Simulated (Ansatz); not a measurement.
Starting structure of a cell relaxation (symmetry kept):

```
Pb O
1.0
     0.00000    2.65983    2.65983
     2.65983    0.00000    2.65983
     2.65983    2.65983    0.00000
Pb O
1 2
Direct
  0.00000 0.00000 0.00000
  0.25000 0.25000 0.25000
  0.75000 0.75000 0.75000
```

The calculation used DFT r2SCAN, scalar-relativistic, plane waves, PAW (Ansatz 0.2.0).

Settings: cutoff 500 eV, Γ-centred mesh 14×14×14 on the computed 3-atom cell, Gaussian smearing of 0.10 eV; no spin polarisation.

Q: What does it relax to?

A: The volume decreases by 0.01 Å³/atom to 12.53 Å³/atom, and the energy changes by under 0.1 meV/atom. Final structure:
```cif
data_structure
_symmetry_space_group_name_H-M 'Fm-3m'
_symmetry_Int_Tables_number 225
_cell_length_a 5.3178
_cell_length_b 5.3178
_cell_length_c 5.3178
_cell_angle_alpha 90.000
_cell_angle_beta 90.000
_cell_angle_gamma 90.000
_cell_volume 150.38
loop_
_atom_site_label
_atom_site_type_symbol
_atom_site_symmetry_multiplicity
_atom_site_Wyckoff_symbol
_atom_site_fract_x
_atom_site_fract_y
_atom_site_fract_z
_atom_site_occupancy
Pb1 Pb 4 a 0.00000 0.00000 0.00000 1
O1 O 8 c 0.25000 0.75000 0.75000 1
```

Spin–orbit coupling is left out, which can shift energies with elements as heavy as these.

Cost: 1 run of about 0.43 core-minutes, on Arm Neoverse V2 (shared hosts).